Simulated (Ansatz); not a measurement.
Input and command of a plane-wave DFT calculation in Ansatz:

```yaml
crystal:
  lattice:
    - [6.0074824535, 0.0, 0.0]
    - [0.0, 6.0074824535, 0.0]
    - [0.0, 0.0, 7.1595594223]
  atoms:
    - { symbol: Ge, position: [0.0844686895, 0.0844686895, 0.0] }
    - { symbol: Ge, position: [0.4155313105, 0.5844686895, 0.75] }
    - { symbol: Ge, position: [0.9155313105, 0.9155313105, 0.5] }
    - { symbol: Ge, position: [0.5844686895, 0.4155313105, 0.25] }
    - { symbol: Ge, position: [0.1692033319, 0.3728100964, 0.2442841429] }
    - { symbol: Ge, position: [0.1271899036, 0.6692033319, -0.0057158571] }
    - { symbol: Ge, position: [0.8307966681, 0.6271899036, 0.7442841429] }
    - { symbol: Ge, position: [0.8728100964, 0.3307966681, 0.4942841429] }
    - { symbol: Ge, position: [0.6692033319, 0.1271899036, 0.0057158571] }
    - { symbol: Ge, position: [0.6271899036, 0.8307966681, 0.2557158571] }
    - { symbol: Ge, position: [0.3307966681, 0.8728100964, 0.5057158571] }
    - { symbol: Ge, position: [0.3728100964, 0.1692033319, 0.7557158571] }
basis:
  ecutwfc: 500
kpoints:
  mp_grid: { grid: [6, 6, 4] }
hamiltonian:
  xc: r2scan
scf:
  occupations: { method: gaussian, width: 0.02 }
output:
  forces: true
  stress: true
  eigenvalues: true
relax:
  adjacent_minimum: "off"
  f_tol: 0.01
  max_steps: 30
  cell: { stress_tol: 0.1, fix: [volume] }
```

```bash
ansatz run input.yaml --threads 4 --pin off --max-ram 10240MiB --backend cpu --events-out ev --progress --plain --runs-dir out
```

Processor: Intel(R) Xeon(R) Processor @ 2.50GHz (Skylake/Cascade Lake), 4 threads, on a host shared with other jobs.

How long does it run, and how much memory does it take?

About 3.5 min on 4 threads of Intel(R) Xeon(R) Processor @ 2.50GHz (Skylake/Cascade Lake), on a shared host, peak memory 1.7 GiB. It solves 101 bands at 30 k points (the mesh reduced by symmetry) with about 6559 plane waves, in 22 SCF iterations over 4 ionic steps.
